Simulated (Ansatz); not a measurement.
NbP in space group I4_1md (No. 109; Nb on 4a, P on 4a), DFT-r²SCAN in the program Ansatz with PAW potentials, all energies at zero smearing, with the estimated change up to a 700 eV cutoff added, with one set of potentials and settings (totals compare only within such a set). Cell of 4 atoms (2 Nb, 2 P): -10650.024 eV.

```csv
element,reference phase,E (eV/atom)
Nb,"Im-3m, 1 atoms in the cell",-4563.6321
P,"Cmce, 4 atoms in the cell",-759.1646
```

Formation energy per atom, worked out: (-10650.024 − 2×(-4563.6321) − 2×(-759.1646))/4 = -1.108 eV/atom (-107 kJ per mol of atoms), at 0 K, without zero-point energy or fitted corrections.

The cell was relaxed with r²SCAN under the symmetry of its start. The run is not spin-polarised. The references are the lowest solids computed at this level, not always the standard phases.

Potentials: the later of the program's two PAW sets.
